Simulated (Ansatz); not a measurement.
TiC2:
Space group P-3m1 (No. 164); a = b = 2.6131 Å, c = 4.2140 Å, α = β = 90.00°, γ = 120.00°

```tsv
atom	site	symmetry	x	y	z
Ti	1a	-3m.	0.0000	0.0000	0.0000
C	2d	3m.	0.6667	0.3333	0.4496
```

Relaxed at zero pressure with PBE (plane waves, PAW; program Ansatz).

Question: The volume is lowered by 9 % and shape and atoms relax at that volume. What pressure results, and how do the axes share the change?

Answer: 25.0 GPa; a -1.7 %, b -1.7 %, c -5.7 %; the energy rises by 54 meV/atom.

Question: Give the new structure.

Answer: 
Space group P-3m1 (No. 164); a = b = 2.5674 Å, c = 3.9724 Å, α = β = 90.00°, γ = 120.00°

```json
[
 {"atom": "Ti", "site": "1a", "symmetry": "-3m.", "x": "0.0000", "y": "0.0000", "z": "0.0000"},
 {"atom": "C", "site": "2d", "symmetry": "3m.", "x": "0.6667", "y": "0.3333", "z": "0.4500"}
]
```

The phase is kept; no other phase was compared at this pressure.

The start of the workflow was typed in or built on a structure type; neither database checked (COD, Materials Project) lists it. Whether it is the stable phase at ambient conditions was not checked. The PBE relaxation kept the symmetry of its start; its stability against distortions is not shown here. No spin polarisation was allowed. The volume moved by 16 % from the start of the relaxation. Its formation energy is positive at this level, so the cell may be metastable or incomplete.

Potentials: the earlier of the program's two PAW sets.
